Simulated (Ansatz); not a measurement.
Given:

Ge$_{2}$Sb$_{2}$Te$_{5}$:
```cif
data_Ge4Sb4Te10
_chemical_formula_sum 'Ge4 Sb4 Te10'
_space_group_name_H-M_alt 'Cm'
_space_group_IT_number 8
_space_group_name_Hall 'C -2y'
_cell_length_a 13.36585
_cell_length_b 5.99211
_cell_length_c 9.44485
_cell_angle_alpha 90.000
_cell_angle_beta 134.470
_cell_angle_gamma 90.000
loop_
_atom_site_label
_atom_site_type_symbol
_atom_site_symmetry_multiplicity
_atom_site_Wyckoff_symbol
_atom_site_fract_x
_atom_site_fract_y
_atom_site_fract_z
_atom_site_occupancy
Ge1 Ge 2 a 0.48938 0.00000 0.98115 1
Ge2 Ge 2 a 0.08434 0.00000 0.36735 1
Sb1 Sb 2 a 0.18313 0.50000 0.79282 1
Sb2 Sb 2 a 0.31132 0.00000 0.20488 1
Te1 Te 2 a 0.30912 0.50000 0.22026 1
Te2 Te 2 a 0.39751 0.00000 0.61066 1
Te3 Te 2 a 0.00468 0.00000 0.00836 1
Te4 Te 2 a 0.11029 0.50000 0.40853 1
Te5 Te 2 a 0.21043 0.00000 0.80618 1
```
(The calculation used a cell of 9 atoms; values per cell refer to that cell.)

This is the PBEsol-relaxed structure.

Question: All from DFT-PBEsol in the program Ansatz with PAW potentials, unless another level is named. Estimate the electronic character.

Answer: no gap, with almost no states at the Fermi level (zero-gap or semimetallic).

Question: Next, the formation energy from the elements (no fitted shifts)?

Answer: -0.060 eV/atom.

The first step of the workflow began from a Materials Project structure, measured or hypothetical; the Crystallography Open Database copy checked does not list it. It is not the phase usual at ambient conditions (space group No. 164). The cell was relaxed with PBEsol under the symmetry of its start; its stability against distortions is not shown here. The references are the lowest solids computed at this level, not always the standard phases. Spin–orbit coupling is left out wherever it is not named.

Potentials: the later of the program's two PAW sets.
